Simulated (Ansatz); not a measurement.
Ge2BP in space group R3m (No. 160; B on 3a, P on 3a, Ge on 3a, Ge on 3a) under volume change, the program Ansatz at the PBE level (PAW), shape and atoms relaxed at each volume.

```tsv
V (Å³/atom)	E − E(relaxed) (meV/atom)	P (GPa)
15.691	46.7	10.50
16.209	19.6	6.41
16.726	(withheld)	(withheld)
17.243	0.0	0.01
17.761	(withheld)	(withheld)
18.278	15.5	-4.56
```

Q: What belongs in the gaps?

A: 
- 17.761, E − E(relaxed) (meV/atom): 4.1
- 17.761, P (GPa): -2.47
- 16.726, E − E(relaxed) (meV/atom): 4.6
- 16.726, P (GPa): 2.94

Q: What does a third-order Birch–Murnaghan fit give for V₀, B₀ and B′?

A: V₀ = 17.25 Å³/atom, B₀ = 89.6 GPa, B′ = 4.6.

The start of the workflow was typed in or built on a structure type; neither database checked (COD, Materials Project) lists it. Whether it is the stable phase at ambient conditions was not checked. The PBE relaxation kept the symmetry of its start; its stability against distortions is not shown here. The volume moved by 18 % from the start of the relaxation. Spin–orbit coupling is left out wherever it is not named.

Potentials: the earlier of the program's two PAW sets.
